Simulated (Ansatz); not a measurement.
P (diamond, Fd-3m) at seven volumes, DFT-r²SCAN in the program Ansatz with PAW potentials, scaled uniformly. One row is withheld.

```tsv
V (Å³/atom)	P (GPa)
18.224	4.84
18.825	3.10
19.425	1.42
20.026	0.00
20.627	-1.02
21.228	?
21.829	-3.17
```

Q: Fit the shown pressures and predict the withheld one.

A: P = (3/2)B₀(x^(7/2) − x^(5/2))[1 + (3/4)(B′ − 4)(x − 1)] with x = (V₀/V)^(2/3). Least squares on the six rows gives V₀ = 20.064 Å³/atom, B₀ = 43.0 GPa, B′ = 3.36. At V = 21.228, x = 0.9631 and P = -2.20 GPa. The run itself gave -2.02 GPa.

A made-up cell: these elements were put on the sites of a structure type; neither database checked (COD, Materials Project) lists it. It is not the phase usual at ambient conditions (space group No. 64). The r²SCAN relaxation kept the symmetry of its start. At this level the phase is mechanically unstable.

Potentials: the later of the program's two PAW sets.
